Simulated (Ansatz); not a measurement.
Relaxed-ion elastic tensor of V (bcc (W type), Im-3m) in GPa (Voigt order), plane-wave PAW LDA (Ansatz code); density 6.75 g/cm³, 12.52 Å³ per atom.

```
 314   158   158   0.0   0.0   0.0
 158   314   158   0.0   0.0   0.0
 158   158   314   0.0   0.0   0.0
 0.0   0.0   0.0  11.4   0.0   0.0
 0.0   0.0   0.0   0.0  11.4   0.0
 0.0   0.0   0.0   0.0   0.0  11.4
```

Question: Is the crystal mechanically stable?

Answer: Yes: the smallest eigenvalue of C is 11.4 GPa.

Question: Work out the Voigt, Reuss and Hill averages.

Answer: K_V = 210, K_R = 210, K_H = 210; G_V = 37.9, G_R = 17.3, G_H = 27.6 GPa.

Question: Give Young's modulus, Poisson's ratio, Pugh's ratio and the universal anisotropy index.

Answer: E = 9KG/(3K + G) = 79.4 GPa; ν = 0.44; K/G = 7.60 (ductile by the Pugh limit of 1.75); A_U = 5G_V/G_R + K_V/K_R − 6 = 5.97.

Question: Estimate the sound speeds and the Debye temperature.

Answer: v_l = √((K + 4G/3)/ρ) = 6050 m/s, v_t = √(G/ρ) = 2020 m/s, mean 2300 m/s; Θ = (h/k)(3n/4πV)^(1/3) v_m = 295 K.

Question: Give the Zener ratio and Young's modulus along [100], [110] and [111].

Answer: A = 2C44/(C11 − C12) = 0.15; 1/E = S11 − 2(S11 − S12 − S44/2)Γ with Γ = 0, 1/4, 1/3 gives 208, 42.5, 33.6 GPa.

Question: Solve the Christoffel equation for the three sound speeds along [100], [110], [111].

Answer: Eigenvalues of C_ijkl n_j n_l equal ρv². In km/s, slowest first: [100] 1.30, 1.30, 6.81; [110] 1.30, 3.39, 6.05; [111] 2.87, 2.87, 5.77.

The cell was relaxed with LDA under the symmetry of its start. The workflow began spin-polarised and lost its moments. As this level gives no gap, shear constants depend on the k-mesh and smearing (Fermi–Dirac, 0.1 eV here). On the denser mesh and wider smearing of the elastic run this cell carries a stress of 0.4 GPa.

Potentials: the earlier of the program's two PAW sets. The files were generated under PBE; for other functionals the program regenerates the frozen cores, and for LDA and PBEsol the local potential too.
